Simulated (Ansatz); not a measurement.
HfBrN:
```cif
data_Br2Hf2N2
_chemical_formula_sum 'Hf2 Br2 N2'
_space_group_name_H-M_alt 'P 1'
_space_group_IT_number 1
_cell_length_a 3.56214
_cell_length_b 4.10158
_cell_length_c 8.78087
_cell_angle_alpha 90.000
_cell_angle_beta 90.000
_cell_angle_gamma 90.000
loop_
_space_group_symop_operation_xyz
  'x, y, z'
loop_
_atom_site_label
_atom_site_type_symbol
_atom_site_fract_x
_atom_site_fract_y
_atom_site_fract_z
_atom_site_occupancy
Hf1 Hf 0.50000 0.00000 0.09815 1
Hf2 Hf 0.00000 0.50000 0.90185 1
Br1 Br 0.50000 0.50000 0.66566 1
Br2 Br 0.00000 0.00000 0.33434 1
N1 N 0.50000 0.50000 0.03450 1
N2 N 0.00000 0.00000 0.96550 1
```

Relaxed with r²SCAN+D4. DFT-r²SCAN+D4 in the program Ansatz with PAW potentials gives a gap of 2.52 eV.

Q: What gap does HSE06 give on the same cell (Ansatz, PAW)?

A: 3.23 eV, 0.71 eV more. The hybrid was solved on a coarser mesh and at special points; its gap is the smallest among all of these.

```json
[
 {"k": "Γ", "v1 r²SCAN+D4": "0.00", "c1 r²SCAN+D4": "2.52", "v1 HSE06": "0.00", "c1 HSE06": "3.23"},
 {"k": "X", "v1 r²SCAN+D4": "-1.30", "c1 r²SCAN+D4": "4.38", "v1 HSE06": "[?]", "c1 HSE06": "[?]"},
 {"k": "Z", "v1 r²SCAN+D4": "-0.02", "c1 r²SCAN+D4": "2.52", "v1 HSE06": "-0.02", "c1 HSE06": "3.23"},
 {"k": "U", "v1 r²SCAN+D4": "-1.30", "c1 r²SCAN+D4": "4.20", "v1 HSE06": "[?]", "c1 HSE06": "[?]"},
 {"k": "Y", "v1 r²SCAN+D4": "-1.30", "c1 r²SCAN+D4": "3.54", "v1 HSE06": "-1.29", "c1 HSE06": "4.32"},
 {"k": "S", "v1 r²SCAN+D4": "-1.74", "c1 r²SCAN+D4": "3.90", "v1 HSE06": "[?]", "c1 HSE06": "[?]"},
 {"k": "T", "v1 r²SCAN+D4": "-1.29", "c1 r²SCAN+D4": "3.58", "v1 HSE06": "[?]", "c1 HSE06": "[?]"},
 {"k": "R", "v1 r²SCAN+D4": "-1.77", "c1 r²SCAN+D4": "3.93", "v1 HSE06": "-1.86", "c1 HSE06": "4.72"}
]
```

Q: Top valence (v1) and lowest conduction level (c1) in eV from each method's valence maximum (which need not be a listed point): supply the withheld HSE06 values.

A: 
- T, v1 HSE06: -1.29
- T, c1 HSE06: 4.36
- U, v1 HSE06: -1.33
- U, c1 HSE06: 5.01
- X, v1 HSE06: -1.34
- X, c1 HSE06: 5.21
- S, v1 HSE06: -1.82
- S, c1 HSE06: 4.70

Cost on shared cores: the r²SCAN+D4 run (SCF on a 8×7×3 mesh, then bands and DOS) around 2.4 core-minutes (rough), the HSE06 run (SCF on 5×4×2, then a few points) roughly 6 core-minutes; the tasks are unlike.

Space group Pmmn. The first step of the workflow began from a Materials Project structure, measured or hypothetical; the Crystallography Open Database files this formula in space group No. 59, but the cells were not matched. Its standing as an ambient phase is unchecked. The cell was relaxed with r²SCAN+D4 under the symmetry of its start; its stability against distortions is not shown here. No spin polarisation was allowed. Scalar-relativistic: spin–orbit coupling is off unless named, which matters more the heavier the elements.

Potentials: the later of the program's two PAW sets.
